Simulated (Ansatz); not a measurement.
Ga (α-Ga, Cmce) under volume change, LDA in the plane-wave PAW code Ansatz, shape and atoms relaxed at each volume.

| V (Å³/atom) | E − E(relaxed) (meV/atom) | P (GPa) |
|---|---|---|
| 16.718 | [?] | [?] |
| 17.270 | 15.4 | 4.77 |
| 17.821 | 3.6 | 2.17 |
| 18.372 | 0.0 | 0.00 |
| 18.923 | [?] | [?] |
| 19.474 | 12.1 | -3.31 |
| 20.025 | 25.7 | -4.56 |

Q: What belongs in the gaps?

A: 
- 16.718, E − E(relaxed) (meV/atom): 37.0
- 16.718, P (GPa): 7.90
- 18.923, E − E(relaxed) (meV/atom): 3.2
- 18.923, P (GPa): -1.81

Q: What does a third-order Birch–Murnaghan fit give for V₀, B₀ and B′?

A: V₀ = 18.37 Å³/atom, B₀ = 65.9 GPa, B′ = 5.1.

The cell was relaxed with LDA under the symmetry of its start; of distortions, only those at the zone centre were tested. Spin–orbit coupling is left out wherever it is not named.

Potentials: the earlier of the program's two PAW sets.
